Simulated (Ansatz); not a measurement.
CaF$_{2}$ (fluorite, Fm-3m), a = b = c = 5.4405 Å, α = β = γ = 90.00°; the cell used has 3 atoms.

Relaxed with r²SCAN.

Tabulate the valence density and the electron localisation function along the shortest Ca–F contact (2.36 Å), DFT-r²SCAN in the program Ansatz with PAW potentials.



```csv
distance from Ca (Å),density (e/Å³),ELF
0.24,6.17,0.79
0.35,5.31,0.83
0.47,4.12,0.86
0.59,2.86,0.86
0.71,1.76,0.83
0.82,0.98,0.72
0.94,0.51,0.40
1.06,0.29,0.11
1.18,0.22,0.05
1.30,0.25,0.12
1.41,0.38,0.39
1.53,0.64,0.68
1.65,1.16,0.78
1.77,2.23,0.81
1.88,4.23,0.80
2.00,7.30,0.73
2.12,10.81,0.62
```

The density is the valence pseudo-density with augmentation charge, so density and ELF within about 1 Å of a nucleus are not all-electron values.

The cell was relaxed with r²SCAN under the symmetry of its start.

Potentials: the earlier of the program's two PAW sets.
